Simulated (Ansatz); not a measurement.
GeSb₂Te₄ in space group R-3m (No. 166; Ge on 3a, Sb on 6c, Te on 6c, Te on 6c) at seven volumes, r²SCAN+D4 (plane waves, PAW; program Ansatz), shape and atoms relaxed at each. One row is withheld.

```json
[
 {"V (Å³/atom)": "28.368", "P (GPa)": "4.24"},
 {"V (Å³/atom)": "29.303", "P (GPa)": "2.48"},
 {"V (Å³/atom)": "30.238", "P (GPa)": "?"},
 {"V (Å³/atom)": "31.173", "P (GPa)": "0.00"},
 {"V (Å³/atom)": "32.108", "P (GPa)": "-0.70"},
 {"V (Å³/atom)": "33.044", "P (GPa)": "-1.04"},
 {"V (Å³/atom)": "33.979", "P (GPa)": "-1.05"}
]
```

Task: Fit the shown pressures and predict the withheld one.

Result: P = (3/2)B₀(x^(7/2) − x^(5/2))[1 + (3/4)(B′ − 4)(x − 1)] with x = (V₀/V)^(2/3). Least squares on the six rows gives V₀ = 31.169 Å³/atom, B₀ = 25.9 GPa, B′ = 13.53. At V = 30.238, x = 1.0204 and P = 0.96 GPa. The run itself gave 1.06 GPa.

The cell was relaxed with r²SCAN+D4 under the symmetry of its start. Scalar-relativistic: spin–orbit coupling is off unless named, which matters more the heavier the elements.

Potentials: the later of the program's two PAW sets.
